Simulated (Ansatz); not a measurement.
Values for one crystal, relaxed and computed with plane-wave PAW PBE (Ansatz code); other levels are named.

```yaml
volume_per_atom: 14.31 Å³
electronic_character: metallic (no gap)
Density of states at the Fermi level: 0.93 states/eV per atom (mean over ±0.08 eV)
Formation energy from the elements (no fitted shifts): 0.071 eV/atom
```

**Question.** Which compound is it?
A. CoPtW, P3m1 (Co on 1a, Pt on 1b, W on 1c)
B. CoSn, P6/mmm (Co on 3f, Sn on 1a, Sn on 2d)
C. Al2Pt, fluorite or antifluorite type
D. TaW, rock salt

**Answer.** A, CoPtW, P3m1 (Co on 1a, Pt on 1b, W on 1c)

The start of the workflow was typed in or built on a structure type; neither database checked (COD, Materials Project) lists it. Its standing as an ambient phase is unchecked. The PBE relaxation kept the symmetry of its start; its stability against distortions is not shown here. Spin order of the final state: ferromagnetic, the only order run, not a proven ground state. The references are the lowest solids computed at this level, not always the standard phases. Scalar-relativistic: spin–orbit coupling is off unless named, which matters more the heavier the elements.

Potentials: the later of the program's two PAW sets.
